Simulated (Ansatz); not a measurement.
Suppose In₃S₂ takes space group P6/mmm (No. 191), with In on 4h and 2e; S on 1b, 2c and 1a.

Computed with Ansatz 0.2.0, DFT PBE, scalar-relativistic, plane waves, PAW. Cutoff 420 eV, Γ-centred mesh, Gaussian smearing, no spin polarisation.

Formation energies are uncorrected and refer to the elements' standard structures at the same level.

Problem. Predict the relaxed structure.

Solution.

Space group P6/mmm (No. 191). a = 5.476 Å, b = 5.476 Å, c = 10.624 Å, α = 90.00°, β = 90.00°, γ = 120.00°
| atom | site | symmetry | x | y | z |
| --- | --- | --- | --- | --- | --- |
| In | 4h | 3m. | 0.3333 | 0.6667 | 0.7565 |
| In | 2e | 6mm | 0.0000 | 0.0000 | 0.7363 |
| S | 1b | 6/mmm | 0.0000 | 0.0000 | 0.5000 |
| S | 2c | -6m2 | 0.3333 | 0.6667 | 0.0000 |
| S | 1a | 6/mmm | 0.0000 | 0.0000 | 0.0000 |

Around In on a site of symmetry 3m lie 1 S at 2.59 Å and 6 In at 3.16–3.17 Å; In on a site of symmetry 6mm has 1 S at 2.51 Å, 1 S at 2.80 Å and 6 In at 3.17 Å; S on a site of symmetry 6/mmm is surrounded by 2 In at 2.51 Å; S on a site of symmetry -6m2 has 2 In at 2.59 Å and 6 S at 3.16 Å; 1 more site not described. Another local minimum with the same sites may exist.

Problem. Where does its energy lie, and is it a metal?

Solution. The energy over the elements is +0.20 eV/atom and the gap on the 12×12×4 mesh of the 10-atom cell is 0 eV (a metal). The separate elements lie lower, so it is unstable against them.

The last run used Gaussian smearing of 0.10 eV. The cell is a metal run without spin; a magnetic state may lie lower. The reference form of S is held partly by dispersion forces, which this level lacks. Symmetry constrained the relaxation, so the result can be a saddle point. Another cell of In3S2 relaxed alike, in P4/mmm, lies 148 meV/atom lower, so this cell isn't the stable form at this level.
